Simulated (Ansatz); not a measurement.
## Ta₃TiSi₈: relaxed-ion elastic tensor

The calculation used Ansatz, DFT PBE, scalar-relativistic, plane waves, PAW. Plane waves to 420 eV; Γ-centred k mesh 6×6×8; Fermi-Dirac smearing of 0.15 eV. No spin polarisation.

Equilibrium structure at this level:
```yaml
crystal:
  lattice:
    - [4.19605, -4.33768, 0.00000]
    - [4.19605, 4.33768, 0.00000]
    - [0.00000, 0.00000, 4.80568]
  atoms:
    - { symbol: Ti, position: [0.50000, 0.50000, 0.00000] }
    - { symbol: Ta, position: [0.00000, 0.00000, 0.50000] }
    - { symbol: Ta, position: [0.00000, 0.50000, 0.25219] }
    - { symbol: Ta, position: [0.50000, 0.00000, 0.74781] }
    - { symbol: Si, position: [0.84485, 0.84485, 0.00000] }
    - { symbol: Si, position: [0.34909, 0.34909, 0.50000] }
    - { symbol: Si, position: [0.15515, 0.15515, 0.00000] }
    - { symbol: Si, position: [0.65091, 0.65091, 0.50000] }
    - { symbol: Si, position: [0.65441, 0.15833, 0.24578] }
    - { symbol: Si, position: [0.15833, 0.65441, 0.75422] }
    - { symbol: Si, position: [0.34559, 0.84167, 0.24578] }
    - { symbol: Si, position: [0.84167, 0.34559, 0.75422] }
```

It was reached by relaxing an invented guess, and it needn't be the stable form of this composition. In a metal, frequencies and elastic constants depend on the k mesh and the smearing, soft modes and shear constants most. Spin–orbit coupling is left out, which matters for heavy elements.

**Question.** Give the relaxed-ion elastic constants (GPa, Voigt order xx yy zz yz xz xy, on the Cartesian axes of the cell above).

**Answer.**
C11 = 257.8, C12 = 108.6, C13 = 44.8, C22 = 379.8, C23 = 108.7, C33 = 377.4, C44 = 124.2, C55 = 123.1, C66 = 96.6 GPa; the others vanish.

**Question.** Is the crystal stable against homogeneous strain?

**Answer.** Yes: the least eigenvalue of the tensor is 96.6 GPa.

**Question.** And the moduli of a polycrystal (Hill averages)?

**Answer.** B = 166 GPa, G = 117 GPa, E = 284 GPa, ν = 0.22.
